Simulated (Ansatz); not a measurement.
BP:
```
BP
1.0
    0.00000     2.14430     2.14430
    2.14430     0.00000     2.14430
    2.14430     2.14430     0.00000
P B
1 1
Cartesian
  0.00000   0.00000   0.00000
  2.14430   2.14430   2.14430
```

Relaxed with PBEsol. Special points in fractions of this cell's reciprocal vectors: Γ (0.000, 0.000, 0.000); X (0.500, 0.000, 0.500); U (0.625, 0.250, 0.625); K (0.375, 0.375, 0.750); L (0.500, 0.500, 0.500); W (0.500, 0.250, 0.750).

Problem. List the band energies nearest the Fermi level at these points for DFT-PBEsol in the program Ansatz with PAW potentials.

Solution. In eV from the Fermi level; about four levels below and three above (degenerate sets whole), none deeper than 8.9 eV; points with the same levels are listed once.

```json
[
 {"k": "Γ", "below": "–", "above": "0.03 0.03 0.03"},
 {"k": "X", "below": "-4.34 -4.34 -2.72", "above": "2.38 12.28 12.28"},
 {"k": "U", "below": "-8.37 -8.32 -3.42 -0.35", "above": "6.89 7.83 11.27"},
 {"k": "L", "below": "–", "above": "0.60 0.60 1.19 1.19"},
 {"k": "W", "below": "-7.53 -7.53 -7.51", "above": "3.64 4.79 9.23 9.23"}
]
```

Space group Fm-3m (rock salt). The start of the workflow was typed in or built on a structure type; neither database checked (COD, Materials Project) lists it. It is not the phase usual at ambient conditions (space group No. 216). The cell was relaxed with PBEsol under the symmetry of its start; of distortions, only those at the zone centre were tested. Its formation energy is positive at this level, so the cell may be metastable or incomplete.

Potentials: the later of the program's two PAW sets.
